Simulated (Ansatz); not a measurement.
Consider the following.

Ge:
```cif
data_Ge4
_chemical_formula_sum 'Ge4'
_space_group_name_H-M_alt 'P63/mmc'
_space_group_IT_number 194
_space_group_name_Hall '-P 6c 2c'
_cell_length_a 3.99763
_cell_length_b 3.99763
_cell_length_c 6.59406
_cell_angle_alpha 90.000
_cell_angle_beta 90.000
_cell_angle_gamma 120.000
loop_
_atom_site_label
_atom_site_type_symbol
_atom_site_symmetry_multiplicity
_atom_site_Wyckoff_symbol
_atom_site_fract_x
_atom_site_fract_y
_atom_site_fract_z
_atom_site_occupancy
Ge1 Ge 4 f 0.66667 0.33333 0.06285 1
```

This is the PBEsol-relaxed structure.

Q: All from the program Ansatz at the PBEsol level (PAW), unless another level is named. Estimate the electronic character.

A: no gap, with almost no states at the Fermi level (zero-gap or semimetallic).

Q: And the HSE06 gap on the PBEsol cell?

A: 0.38 eV (a hybrid on a coarse mesh can open a false gap in a semimetal).

Q: And the gap with spin–orbit coupling?

A: none (metallic).

Space group P6_3/mmc. The workflow started from a Materials Project entry (that database holds measured and hypothetical structures alike); the Crystallography Open Database copy checked does not list it. It is not the phase usual at ambient conditions (space group No. 227). Symmetry was held in the PBEsol relaxation; of distortions, only those at the zone centre were tested. Spin–orbit coupling is left out wherever it is not named.

Potentials: the earlier of the program's two PAW sets.
